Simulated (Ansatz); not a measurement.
BaGaSnH:
```yaml
crystal:
  lattice:
    - [4.53162, 0.00000, 0.00000]
    - [-2.26581, 3.92450, 0.00000]
    - [0.00000, 0.00000, 5.20713]
  atoms:
    - { symbol: Ba, position: [0.33333, 0.66667, 0.99979] }
    - { symbol: Ga, position: [0.00000, 0.00000, 0.41650] }
    - { symbol: Sn, position: [0.66667, 0.33333, 0.54305] }
    - { symbol: H, position: [0.00000, 0.00000, 0.08436] }
```

Relaxed with PBEsol. Special points in fractions of this cell's reciprocal vectors: Γ (0.000, 0.000, 0.000); M (0.500, 0.000, 0.000); K (0.333, 0.333, 0.000); A (0.000, 0.000, 0.500); L (0.500, 0.000, 0.500); H (0.333, 0.333, 0.500).

Question: List the band energies nearest the valence-band maximum at these points for plane-wave PAW PBEsol with spin–orbit coupling (Ansatz code).

Answer: In eV from the valence-band maximum; about four levels below and three above (degenerate sets whole), none deeper than 8.9 eV; points with the same levels are listed once.

```
k                    below                above
-  -----------------------  -------------------
Γ  -0.83 -0.83 -0.63 -0.63  0.49 0.49 2.90 2.90
M  -1.43 -1.43 -0.85 -0.85  0.41 0.41 1.62 1.62
K  -2.98 -2.92 -0.97 -0.96       0.61 0.65 2.39
A    -0.10 -0.10 0.00 0.00  0.18 0.18 1.20 1.20
L  -1.98 -1.98 -1.28 -1.28  1.44 1.44 3.14 3.14
H  -2.54 -2.40 -1.02 -0.88       2.67 2.69 3.40
```

Space group P3m1. The workflow started from a Materials Project entry (that database holds measured and hypothetical structures alike); the Crystallography Open Database files this formula in space group No. 156, but the cells were not matched. Whether it is the stable phase at ambient conditions was not checked. The cell was relaxed with PBEsol under the symmetry of its start; its stability against distortions is not shown here.

Potentials: the later of the program's two PAW sets.
